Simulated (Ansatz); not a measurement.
Task: Name crystals whose computed values (r²SCAN in the plane-wave PAW code Ansatz) fall in these windows: Θ_D (K) 560 to 720; electron conductivity mass (mₑ) 0.33 to 0.44.

Result: 

| crystal | Θ_D (K) | electron conductivity mass (mₑ) |
|---|---|---|
| RuS2, Pa-3 (Ru on 4a, S on 8c) | 620 | 0.37 |
| MgO, P4_2/mnm (Mg on 4g, O on 4f) | 560 | 0.38 |
| MgS, rock salt | 588 | 0.35 |
| BAs, P4_2/mnm (B on 4g, As on 4f) | 628 | 0.36 |
Others may fit too.

Typed or built starts, not in the databases checked: MgO, P4_2/mnm (Mg on 4g, O on 4f); BAs, P4_2/mnm (B on 4g, As on 4f). Not the usual ambient phase: MgO, P4_2/mnm (Mg on 4g, O on 4f); BAs, P4_2/mnm (B on 4g, As on 4f). All cells were relaxed under the symmetry of their starts (and spin orders); stability against distortions was not tested throughout. Rows with no word on spin ran without spin polarisation. Spin–orbit coupling is left out wherever it is not named.

Potentials: the later of the program's two PAW sets.
